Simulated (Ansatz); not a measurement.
## 6 guesses for HfSi₄ and where they end

Theory: Ansatz 0.2.0, DFT PBE, scalar-relativistic, plane waves, PAW. Settings: cutoff 420 eV, Γ-centred meshes spaced at most about 0.3 Å⁻¹, and about 0.25 Å⁻¹ or finer for metals (2π included), Gaussian smearing. No spin polarisation in the final relaxations.

Each guess was relaxed in cell and atoms at zero pressure, within the symmetry of its start. Temperature and zero-point effects are left out. Coordination counts Si atoms around Hf (those within 1.25 times the shortest such distance or 1.15 times the sum of covalent radii).

```tsv
guess	made from	start group	V start (Å³/atom)	end group	V end (Å³/atom)	coordination at the end	gap on mesh (eV)	E over the lowest end (meV/atom)
1	random cell	P4mm	17.0	P4/mmm	29.0	Hf 8	0	111
2	Ba4Rh type	Fd-3m	21.4	Fd-3m	20.8	Hf 4	0	245
3	MnGa4 type	Im-3m	15.7	Im-3m	20.4	Hf 8	0	0
4	random cell	P-62m	16.6	P6/mmm	23.9	Hf 8	0	175
5	random cell	P6/mmm	17.1	P6/mmm	21.2	Hf 2	0	576
6	PbF4 type	I4/mmm	15.1	?	?	?	?	?
```

Guess 6 as it starts:

```cif
data_structure
_symmetry_space_group_name_H-M 'P 1'
_symmetry_Int_Tables_number 1
_cell_length_a 5.0800
_cell_length_b 5.0800
_cell_length_c 5.0800
_cell_angle_alpha 129.885
_cell_angle_beta 129.885
_cell_angle_gamma 73.590
_cell_volume 75.32
loop_
_atom_site_label
_atom_site_type_symbol
_atom_site_fract_x
_atom_site_fract_y
_atom_site_fract_z
_atom_site_occupancy
Hf1 Hf 0.00000 0.00000 0.00000 1
Si1 Si 0.24500 0.24500 0.00000 1
Si2 Si 0.75500 0.75500 0.00000 1
Si3 Si 0.50000 0.00000 0.50000 1
Si4 Si 0.00000 0.50000 0.50000 1
```

Task: Predict the end of this guess and its energy over the lowest end.

Result: It ends in space group I4/mmm (No. 139), with a = 5.075 Å, c = 7.944 Å, 20.5 Å³/atom and no gap. It lies 0.33 eV/atom over the lowest end, above guess 2 and below guess 5. Counting Si atoms around Hf, this end has Hf 6 and the lowest (guess 3) has Hf 8. This end holds Si–Si pairs (shortest 2.43 Å); in the lowest (guess 3) the shortest Si–Si distance is 2.94 Å.

Space group I4/mmm (No. 139). a = 5.075 Å, b = 5.075 Å, c = 7.944 Å, α = 90.00°, β = 90.00°, γ = 90.00°
```
atom  site  symmetry       x       y       z
  Hf    2a     4/mmm  0.0000  0.0000  0.0000
  Si    4e       4mm  0.0000  0.0000  0.3473
  Si    4c      mmm.  0.0000  0.5000  0.0000
```

Formation energies are uncorrected and refer to the elements' standard structures at the same level.

Task: Is the lowest end bound against the elements?

Result: No: its formation energy is +0.28 eV/atom. A positive value: parting into the elements would lower its energy.

These runs have no spin–orbit coupling, which can matter for Hf. Cells relaxed within their symmetry can be saddle points. A lower structure may well exist outside this small set. Some candidate types were left out of the draw beforehand, so a known form may be missing.
